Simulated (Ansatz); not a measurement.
MgS (started from an entry of an open crystallographic database), relaxed with r2SCAN, was run in the PAW code Ansatz under altered settings. All numbers are computed, without spin polarisation but where a row says otherwise.

```yaml
crystal:
  lattice:
    - [0.00000, 2.60152, 2.60152]
    - [2.60152, 0.00000, 2.60152]
    - [2.60152, 2.60152, 0.00000]
  atoms:
    - { symbol: Mg, position: [0.00000, 0.00000, 0.00000] }
    - { symbol: S, position: [0.50000, 0.50000, 0.50000] }
```

The base run's other keys:
```yaml
kpoints:
  mp_grid: { grid: [6, 6, 6] }
hamiltonian:
  xc: pbesol
scf:
  occupations: { method: fixed }
  n_extra_bands: 4
```

It takes 6 iterations with 701 plane waves at 420 eV and 16 k points, and leaves a mean stress of -0.90 GPa. The gap over this mesh is 2.700 eV. It ran on 4 threads of Arm Neoverse N1, on a shared host.

Outcomes, with energy and stress as changes against the base:
```tsv
setting	outcome	ΔF (meV/atom)	Δ mean stress (GPa)	gap on the mesh (eV)	iterations	wall time
kpoints.mp_grid.grid: [5, 5, 5]	converged	+4.5	+0.08	3.108	6	0.45 s
scf.eigensolver.kind: dense	converged	0.0	0.00	2.700	6	14 s
hamiltonian.xc: lda	converged	–	-2.34	2.558	6	0.45 s
basis.ecutwfc: 600	converged	-0.3	0.00	2.700	6	0.57 s
scf.mixing.preconditioner: none	converged	0.0	0.00	2.700	6	0.49 s
scf.occupations: tetrahedron	converged, warned	0.0	–	2.700	5	0.46 s
hamiltonian.xc: mr2scan (cutoff then 500 eV)	converged	–	+0.92	3.461	6	0.98 s
basis.ecutwfc: 350	converged, warned	+1.3	+0.01	2.702	6	0.44 s
scf.occupations: methfessel_paxton 0.5	converged	0.0	0.00	2.700	5	0.47 s
scf.occupations: gaussian 0.5	converged	0.0	0.00	2.700	6	0.49 s
basis.ecutwfc: 200	converged, warned	+1055	+0.01	2.737	6	0.36 s
scf.mixing.ndim: 2	converged	0.0	0.00	2.700	7	0.51 s
scf.convergence.dr2_threshold: 0.01	converged, warned	0.0	0.0	2.700	6	0.51 s
```
A dash marks a value that wasn't obtained or can't be compared. Stress is positive in compression. The base took 0.49 s.

- kpoints.mp_grid.grid: [5, 5, 5]. The free energy moves by +4.5 meV an atom, the mean stress by +0.08 GPa and the gap on the mesh by +0.408 eV (to 3.108). The gap changes mostly because other points are sampled; a mesh that misses a band edge overestimates it. The mesh is too coarse.
- hamiltonian.xc: lda. The mean stress moves by -2.34 GPa and the gap on the mesh by -0.142 eV (to 2.558). It's another functional on the same cell, so totals aren't comparable.
- scf.occupations: tetrahedron. Energy, stress and gap stay within 1 meV an atom, 0.1 GPa and 0.005 eV of the base. Warned: band table not solved further, tetrahedron derivatives may miss energy slope.
- hamiltonian.xc: mr2scan. The cutoff follows the functional, from 420 to 500 eV. The mean stress moves by +0.92 GPa and the gap on the mesh by +0.761 eV (to 3.461). It's another functional on the same cell, so totals aren't comparable.
- basis.ecutwfc: 350. 531 plane waves in place of 701. The free energy moves by +1.3 meV an atom, the mean stress by +0.01 GPa and the gap on the mesh by +0.002 eV (to 2.702). The basis is too small: these are errors of the cutoff. Warned: cutoff below recommended.
- basis.ecutwfc: 200. 229 plane waves in place of 701. The free energy moves by +1055 meV an atom, the mean stress by +0.01 GPa and the gap on the mesh by +0.036 eV (to 2.737). The basis is too small: these are errors of the cutoff. Warned: cutoff below recommended.
- scf.convergence.dr2_threshold: 0.01. It converges in 6 iterations, as the base does. Even so loose a threshold leaves the results unchanged here, which can't be counted on. Warned: force scf threshold loose, stress scf threshold loose.

Within 1 meV an atom, 0.1 GPa and 0.005 eV of the base stay: scf.eigensolver.kind: dense; basis.ecutwfc: 600; scf.mixing.preconditioner: none; scf.occupations: tetrahedron; scf.occupations: methfessel_paxton 0.5; scf.occupations: gaussian 0.5; scf.mixing.ndim: 2; scf.convergence.dr2_threshold: 0.01.
